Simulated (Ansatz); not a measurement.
ZrO$_{2}$ in space group Pnma (No. 62; Zr on 4c, O on 4c, O on 4c), plane-wave PAW r²SCAN (Ansatz code), all energies at zero smearing, with the estimated change up to a 700 eV cutoff added, with one set of potentials and settings (totals compare only within such a set). Cell of 12 atoms (4 Zr, 8 O): -21352.638 eV.

| element | reference phase | E (eV/atom) |
|---|---|---|
| Zr | P6_3/mmc, 2 atoms in the cell | -4195.0260 |
| O | C2/m, 4 atoms in the cell, spin-polarised | -566.0281 |

Formation energy per atom, worked out: (-21352.638 − 4×(-4195.0260) − 8×(-566.0281))/12 = -3.692 eV/atom (-356 kJ per mol of atoms), at 0 K, without zero-point energy or fitted corrections.

The workflow started from a Materials Project entry (that database holds measured and hypothetical structures alike); the Crystallography Open Database copy checked does not list it. It is not the phase usual at ambient conditions (space group No. 14). The cell was relaxed with r²SCAN under the symmetry of its start; whether a distortion lowers the energy is not shown. No spin polarisation was allowed. The references are the lowest solids computed at this level, not always the standard phases (solids in place of the gases).

Potentials: the later of the program's two PAW sets.
